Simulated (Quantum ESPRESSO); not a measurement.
Kohn-Sham bands of TiAl3 (I4/mmm)

```xyz
4
Lattice="3.8222 0.0000 0.0000 0.0000 3.8222 0.0000 -1.9111 -1.9111 4.2807" Properties=species:S:1:pos:R:3 pbc="T T T"
Ti     0.0000     0.0000     0.0000
Al     1.9111     1.9111     0.0000
Al     0.0000    -1.9111     2.1403
Al    -1.9111     0.0000     2.1403
```

Cell from Materials Project (mp-542915), symmetrised, no further relaxation. Not found in the COD (Crystallography Open Database) copy used; not checked further. Level: PBEsol, no spin polarisation, no spin-orbit coupling; pw.x of Quantum ESPRESSO at 68 Ry with PseudoDojo potentials, 8×8×8 k-points, Wannier90. Density: 12×12×12 mesh, cold smearing 0.01 Ry.

Task: List the Kohn-Sham levels between −8 and 3.0 eV relative to the Fermi level at the high-symmetry points, as a band run of pw.x on that density gives them (levels within 2 meV counted together).

Result: 
| point | k (reciprocal lattice) | levels (eV) |
|---|---|---|
| Γ | 0.000 0.000 0.000 | -2.86, -2.63, -1.42, -1.23 (×2), 0.86, 1.76 (×2), 2.24, 2.48 |
| X | 0.500 0.500 -0.500 | -5.85, -5.07, -4.37, -3.77, -2.70, -2.20, -0.99, 1.78, 1.96, 2.71, 2.87 |
| P | 0.500 0.500 -0.250 | -5.75, -4.80 (×2), -4.27, -1.83 (×2), -1.15, 0.86, 1.79, 1.96 |
| N | 0.500 0.000 0.000 | -7.33, -6.98, -3.62, -2.94, -1.05, -0.26, 0.52, 1.82, 2.10, 2.74 |
| M | 0.000 0.000 0.500 | -7.60, -2.01, -0.91 (×2), -0.24, 0.72 (×2), 0.98 |
| S | 0.400 0.000 0.300 | -7.07, -6.76, -5.58, -1.06, -0.76, -0.61, 0.58, 1.61, 2.13 |
| S_0 | 0.600 0.000 -0.300 | -7.07, -6.76, -5.58, -1.06, -0.76, -0.61, 0.58, 1.61, 2.13 |
| R | 0.600 0.400 -0.500 | -5.81, -5.65, -4.92, -3.62, -2.22, -1.36, -0.86, 1.71, 1.92, 2.22 |
| G | 0.400 0.400 0.100 | -5.81, -5.65, -4.92, -3.62, -2.22, -1.36, -0.86, 1.71, 1.92, 2.22 |
